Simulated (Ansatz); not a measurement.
Given:

Zr3Cu4Ge2:
```cif
data_Cu4Ge2Zr3
_chemical_formula_sum 'Zr3 Cu4 Ge2'
_space_group_name_H-M_alt 'P-62m'
_space_group_IT_number 189
_space_group_name_Hall 'P -6 -2'
_cell_length_a 6.40239
_cell_length_b 6.40239
_cell_length_c 4.00878
_cell_angle_alpha 90.000
_cell_angle_beta 90.000
_cell_angle_gamma 120.000
loop_
_atom_site_label
_atom_site_type_symbol
_atom_site_symmetry_multiplicity
_atom_site_Wyckoff_symbol
_atom_site_fract_x
_atom_site_fract_y
_atom_site_fract_z
_atom_site_occupancy
Zr1 Zr 3 g 0.40774 0.40774 0.50000 1
Cu1 Cu 1 b 0.00000 0.00000 0.50000 1
Cu2 Cu 3 f 0.00000 0.23845 0.00000 1
Ge1 Ge 2 c 0.33333 0.66667 0.00000 1
```

This is the r²SCAN-relaxed structure.

All from the program Ansatz at the r²SCAN level (PAW), unless another level is named. Predict the electronic character.

metallic (no gap).

Predict the formation energy from the elements (no fitted shifts).

-52 kJ/mol of atoms.

Give the density of states at the Fermi level.

0.40 states/eV per atom (mean over ±0.08 eV).

The first step of the workflow began from a Materials Project structure, measured or hypothetical; the Crystallography Open Database copy checked does not list it. Its standing as an ambient phase is unchecked. The r²SCAN relaxation kept the symmetry of its start; whether a distortion lowers the energy is not shown. No spin polarisation was allowed. The references are the lowest solids computed at this level, not always the standard phases. Spin–orbit coupling is left out wherever it is not named.

Potentials: the later of the program's two PAW sets.
